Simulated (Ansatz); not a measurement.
Cs₂NaAlH₆:
```
Cs2NaAlH6
1.0
    0.00000     4.29627     4.29627
    4.29627     0.00000     4.29627
    4.29627     4.29627     0.00000
Cs Na Al H
2 1 1 6
Cartesian
  2.14814   2.14814   2.14814
  6.44441   6.44441   6.44441
  4.29627   4.29627   4.29627
  0.00000   0.00000   0.00000
  6.80236   4.29627   4.29627
  1.79019   4.29627   4.29627
  4.29627   6.80236   4.29627
  4.29627   1.79019   4.29627
  4.29627   4.29627   6.80236
  4.29627   4.29627   1.79019
```

Relaxed with r²SCAN. Special points in fractions of this cell's reciprocal vectors: Γ (0.000, 0.000, 0.000); X (0.500, 0.000, 0.500); U (0.625, 0.250, 0.625); K (0.375, 0.375, 0.750); L (0.500, 0.500, 0.500); W (0.500, 0.250, 0.750).

Question: List the band energies nearest the valence-band maximum at these points for plane-wave PAW r²SCAN with spin–orbit coupling (Ansatz code).

Answer: In eV from the valence-band maximum; about four levels below and three above (degenerate sets whole), none deeper than 8.9 eV; points with the same levels are listed once.

```csv
k,below,above
Γ,-0.40 -0.40 -0.40 -0.40,2.74 2.74 6.40 6.40
X,-0.95 -0.95 0.00 0.00,4.39 4.39 5.20 5.20
U,-0.83 -0.83 -0.17 -0.17,4.61 4.61 5.22 5.22
L,-0.40 -0.40 -0.36 -0.36,4.07 4.07 4.68 4.68
W,-0.83 -0.83 -0.20 -0.20,4.95 4.95 4.98 4.98
```

Space group Fm-3m. The first step of the workflow began from a Materials Project structure, measured or hypothetical; the Crystallography Open Database copy checked does not list it. Whether it is the stable phase at ambient conditions was not checked. The cell was relaxed with r²SCAN under the symmetry of its start; whether a distortion lowers the energy is not shown.

Potentials: the later of the program's two PAW sets.
